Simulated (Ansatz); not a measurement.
**What DFT gives for WC**

```
CELL_PARAMETERS angstrom
2.88483 0.00000 0.00000
-1.44242 2.49834 0.00000
0.00000 0.00000 2.81309
ATOMIC_POSITIONS crystal
W 0.00000 0.00000 0.00000
C 0.66667 0.33333 0.50000
```

Method: PBE, spin-orbit coupling; PAW, plane waves to 420 eV, 11×11×10 Γ-centred mesh, fermi-dirac occupations (width 0.1 eV) (Ansatz 0.2.0), atoms fixed.

The state carries no moments; the state need not be the lowest.

**Formation energy.** -0.11 eV an atom against the elements' usual phases (free molecules for gases, crystals otherwise, with no correction for O₂ or N₂), so it is bound against them; other compounds may still compete. Relaxing would lower it.
**Stress.** The pressure is 15.2 GPa (compression positive), so with the atoms held at these fractions the cell would first expand. The principal stresses 14.8, 14.8, 16.2 GPa differ, so its shape would change too.
**Charges.** Bader charges in e: W +1.42, C -1.42. In the mean W gives up most and C takes most.
**At the Fermi level.** It is a metal, with about 0.27 states/eV a cell as the mean within 0.25 eV of the Fermi level, mostly W d (68 %) and C p (24 %).

Origin: a database entry at a rescaled volume. Caveats: atoms or cell far from equilibrium; the SCF threshold is loose for a stress.
